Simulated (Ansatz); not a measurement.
VSb2:
```
CELL_PARAMETERS angstrom
     -3.25671     3.25671     2.75641
      3.25671    -3.25671     2.75641
      3.25671     3.25671    -2.75641
ATOMIC_POSITIONS crystal
  Sb 0.65715 0.15715 0.81429
  Sb 0.15715 0.34285 0.50000
  Sb 0.34285 0.84285 0.18571
  Sb 0.84285 0.65715 0.50000
  V  0.25000 0.25000 0.00000
  V  0.75000 0.75000 0.00000
```

Relaxed with PBEsol. Special points in fractions of this cell's reciprocal vectors: Γ (0.000, 0.000, 0.000); X (0.000, 0.000, 0.500); M (-0.500, 0.500, 0.500); Z (0.429, 0.429, -0.429); Z0 (-0.429, 0.571, 0.429); P (0.250, 0.250, 0.250); N (0.000, 0.500, 0.000).

Question: List the band energies nearest the Fermi level at these points for the program Ansatz at the PBEsol with spin–orbit coupling level (PAW).

Answer: In eV from the Fermi level; about four levels below and three above (degenerate sets whole), none deeper than 8.9 eV; points with the same levels are listed once.

```csv
k,below,above
Γ,-1.57 -1.57 -0.28 -0.28,0.07 0.07 0.78 0.78
X,-1.06 -1.06 -0.02 -0.02,0.18 0.18 0.61 0.61
M,-0.59 -0.59 -0.02 -0.02,0.13 0.13 0.38 0.38 0.38 0.38
Z,-0.89 -0.89 -0.11 -0.11,0.14 0.14 0.14 0.14
P,-0.63 -0.63 -0.63 -0.63,1.17 1.17 1.17 1.17
N,-0.03 -0.03 -0.03 -0.03,0.40 0.40 0.40 0.40
```

Space group I4/mcm. The workflow started from an entry of the Crystallography Open Database (COD, 293 K). Its standing as an ambient phase is unchecked. Symmetry was held in the PBEsol relaxation; whether a distortion lowers the energy is not shown. The workflow began spin-polarised and lost its moments.

Potentials: the later of the program's two PAW sets.
